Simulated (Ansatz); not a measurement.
Name crystals whose computed values (PBE (plane waves, PAW; program Ansatz)) fall in these windows: HSE06 gap (eV) 6.4 to 8.4; gap (eV) 5.1 to 6.3.



```tsv
crystal	HSE06 gap (eV)	gap (eV)
Al2O3, corundum	7.69	5.85
BN, P6_3mc (B on 2a, B on 2b, N on 2a, N on 2b)	6.88	5.50
```
Others may fit too.

Built on a structure type that need not be the filed one of that space group: BN, P6_3mc (B on 2a, B on 2b, N on 2a, N on 2b). Not the usual ambient phase: BN, P6_3mc (B on 2a, B on 2b, N on 2a, N on 2b). All cells were relaxed under the symmetry of their starts (and spin orders); stability against distortions was not tested throughout.

Potentials: the later of the program's two PAW sets.
